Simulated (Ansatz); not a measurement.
SiC:
```
CELL_PARAMETERS angstrom
      3.09198     0.00000     0.00000
     -1.54599     2.67773     0.00000
      0.00000     0.00000     5.07436
ATOMIC_POSITIONS crystal
  Si 0.66667 0.33333 0.00052
  Si 0.33333 0.66667 0.50052
  C  0.66667 0.33333 0.62468
  C  0.33333 0.66667 0.12468
```

This is the PBE-relaxed structure. x, y and z are the axes in which the lattice vectors are written.

Task: All from plane-wave PAW PBE (Ansatz code), unless another level is named. Give the piezoelectric stress constants (proper, relaxed ions, C/m²).

Result: e15 = e24 = 0.04, e31 = e32 = 0.15, e33 = -0.35.

Task: Next, the bulk modulus (Birch–Murnaghan fit)?

Result: 213 GPa.

Task: Give the elastic constants (relaxed ions, GPa).

Result: C11 = 493, C12 = 101, C13 = 50.2, C33 = 531, C44 = 151.

Space group P6_3mc (wurtzite). The PBE relaxation kept the symmetry of its start; phonons on a q-mesh show no instability.

Potentials: the later of the program's two PAW sets.
